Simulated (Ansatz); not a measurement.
## ZnAu: pressure against volume

A database entry relaxed whole under r2SCAN (Pm-3m):

```
Zn Au
1.0
     3.14799    0.00000    0.00000
     0.00000    3.14799    0.00000
     0.00000    0.00000    3.14799
Zn Au
1 1
Direct
  0.50000 0.50000 0.50000
  0.00000 0.00000 0.00000
```

The cell was scaled uniformly, its shape held, and the atoms relaxed at each volume with plane-wave PAW DFT (Ansatz 0.2.0; r2SCAN, 500 eV, 11×11×11 Γ-centred mesh, fermi-dirac occupations of width 0.100 eV; no spin, no spin-orbit coupling). One row is withheld.

```csv
volume (Å³/atom),energy over the lowest (meV/atom),pressure (GPa)
14.662,26.8,9.89
14.974,11.3,6.15
15.286,2.7,2.86
15.598,0.0,-0.03
15.910,?,?
16.222,9.8,-4.79
16.534,21.1,-6.73
```

Problem. Fit the pressures of the other rows to the third-order Birch-Murnaghan form.

Solution. With f = [(V₀/V)^(2/3) − 1]/2 and P = 3B₀f(1 + 2f)^(5/2)[1 + 3(B₀′ − 4)f/2], least squares gives V₀ = 15.59 Å³ an atom, B₀ = 135 GPa and B₀′ = 5.5; the rows miss the fit by less than 0.01 GPa. The slope of the energies differs from these pressures by less than 0.05 GPa.

Problem. What does the withheld row hold?

Solution. The fit gives -2.56 GPa at 15.910 Å³; the run gave -2.57 GPa and 2.6 meV an atom.

Caveats: the shape of the cell was held; 0 K, fixed nuclei; the symmetry was kept, and this need not be the phase that is stable at 0 K; one mesh for all volumes; pressure is positive in compression.
